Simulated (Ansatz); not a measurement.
Be (hcp (Mg type), P6_3/mmc) at seven volumes, the program Ansatz at the r²SCAN level (PAW), shape and atoms relaxed at each. One row is withheld.

| V (Å³/atom) | P (GPa) |
|---|---|
| 7.190 | 13.67 |
| 7.427 | 8.50 |
| 7.664 | 3.96 |
| 7.901 | -0.02 |
| 8.138 | ? |
| 8.375 | -6.59 |
| 8.612 | -9.29 |

Problem. Fit the shown pressures and predict the withheld one.

Solution. P = (3/2)B₀(x^(7/2) − x^(5/2))[1 + (3/4)(B′ − 4)(x − 1)] with x = (V₀/V)^(2/3). Least squares on the six rows gives V₀ = 7.900 Å³/atom, B₀ = 124 GPa, B′ = 3.32. At V = 8.138, x = 0.9804 and P = -3.50 GPa. The run itself gave -3.51 GPa.

The r²SCAN relaxation kept the symmetry of its start; of distortions, only those at the zone centre were tested.

Potentials: the earlier of the program's two PAW sets.
